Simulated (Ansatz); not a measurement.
# 4 guesses for NaW and where they end

Theory: Ansatz, DFT PBE, scalar-relativistic, plane waves, PAW. All cells share a 420 eV cutoff and Γ-centred k meshes spaced at most about 0.3 Å⁻¹ (about 0.25 or finer for metals, 2π included). No spin polarisation in the final relaxations.

Each guess was relaxed in cell and atoms at zero pressure, within the symmetry of its start. Temperature and zero-point effects are left out. Coordination counts all near atoms (those within 1.25 times the shortest distance at each site; a plus sign parts nearer from farther groups).

```csv
guess,made from,start group,V start (Å³/atom),end group,V end (Å³/atom),coordination at the end,gap on mesh (eV),E over the lowest end (meV/atom)
1,random cell,P6/mmm,20.7,P6/mmm,19.5,"Na 8, W 8",0,120
2,CeAg type,P4/mmm,17.6,?,?,?,?,?
3,random cell,P4mm,38.5,P4/mmm,20.3,"Na 4+2, W 4+2",0,333
4,TiSe type,P6_3/mmc,15.3,P6_3/mmc,18.9,"Na 6+6, W 6+6",0,0
```

Guess 2 as it starts:

```
CELL_PARAMETERS angstrom
2.89796 0.00000 0.00000
0.00000 2.89796 0.00000
0.00000 0.00000 4.19700
ATOMIC_POSITIONS crystal
Na 0.50000 0.50000 0.50000
W 0.00000 0.00000 0.00000
```

Problem. Predict the end of this guess and its energy over the lowest end.

Solution. It ends in space group P4/mmm (No. 123), with a = 2.622 Å, c = 5.566 Å, 19.1 Å³/atom and no gap. It lies 127 meV/atom over the lowest end, within the noise of guess 1 and below guess 3. Counting all near atoms, this end has Na 4, W 4 and the lowest (guess 4) has Na 6+6, W 6+6.

```cif
data_structure
_symmetry_space_group_name_H-M 'P4/mmm'
_symmetry_Int_Tables_number 123
_cell_length_a 2.6225
_cell_length_b 2.6225
_cell_length_c 5.5656
_cell_angle_alpha 90.000
_cell_angle_beta 90.000
_cell_angle_gamma 90.000
_cell_volume 38.28
loop_
_atom_site_label
_atom_site_type_symbol
_atom_site_symmetry_multiplicity
_atom_site_Wyckoff_symbol
_atom_site_fract_x
_atom_site_fract_y
_atom_site_fract_z
_atom_site_occupancy
Na1 Na 1 d 0.50000 0.50000 0.50000 1
W1 W 1 a 0.00000 0.00000 0.00000 1
```

Energies over the elements count from the elements' standard structures at the same level, with no fitted energy shifts.

Problem. Is the lowest end bound against the elements?

Solution. No: its formation energy is +1.00 eV/atom. A positive value: parting into the elements would lower its energy.

The k mesh leaves some 4 meV/atom of noise in the energy of each metallic cell. Spin–orbit coupling, which can matter for W, is left out. Cells relaxed within their symmetry can be saddle points. A lower structure may well exist outside this small set. Some structure types and database cells were kept out of the candidates from the start, so a known form may be missing.
